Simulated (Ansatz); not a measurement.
HfN (Fm-3m), an elastic constant from a strain scan

All numbers below come from DFT r2SCAN, scalar-relativistic, plane waves, PAW (Ansatz 0.2.0). Settings: plane waves to 500 eV, k-mesh 22×22×22 (Γ-centred), Gaussian smearing 0.15 eV. Spin–orbit coupling is left out, which can shift energies with elements as heavy as these. No spin polarisation. Energies are free energies at this smearing, counted from the undisturbed cell; pressure is positive in compression.

The starting cell (relaxed at this level):

```
CELL_PARAMETERS angstrom
0.00000 2.26270 2.26270
2.26270 0.00000 2.26270
2.26270 2.26270 0.00000
ATOMIC_POSITIONS crystal
Hf 0.00000 0.00000 0.00000
N 0.50000 0.50000 0.50000
```

The cell is strained by ε times the Voigt pattern (0, 0, 0, 1, 0, 0) (xx, yy, zz, yz, xz, xy; engineering shear) with fractional coordinates fixed. The cell holds 2 atoms in V0 = 23.17 Å³. The stress column is τ = (1/V0) dE/dε, got from the stress tensor σ (compression positive) at each point as −det(1 + εP) σ : P(1 + εP)⁻¹, with P the pattern as a tensor.

```csv
ε,ΔE (meV/atom),τ (GPa)
-0.0600,?,?
-0.0300,4.188,-3.860
0.0000,0.000,0.000
0.0150,1.048,1.932
0.0450,9.430,5.816
```

**Question.** Which combination of elastic constants does this scan measure, and how large is it?

**Answer.** For small ε, τ = τ0 + Kε with K = pᵀCp, which for this pattern is C44 in the cubic axes. The parabola through τ at ε = -0.0300, 0 and 0.0150 has slope K = 129 GPa at zero. The energies per cell, E = NΔE, of the same two points give K = 2[E(ε₊)/ε₊ − E(ε₋)/ε₋]/[(ε₊ − ε₋)V0] = 129 GPa, in agreement.

**Question.** Predict the withheld row at ε = -0.0600 from the harmonic law, and compare.

**Answer.** ΔE = V0(τ0 ε + Kε²/2)/N = 16.754 meV/atom and τ = -7.72 GPa. The calculation gives 16.836 meV/atom and -7.86 GPa, a miss of 0.5 % of the harmonic energy, so the harmonic law still holds here.

In a metal these slopes depend on the k mesh and the smearing.

Cost: 5 runs of about 6.6 core-minutes in all, on Arm Neoverse V1 (shared hosts).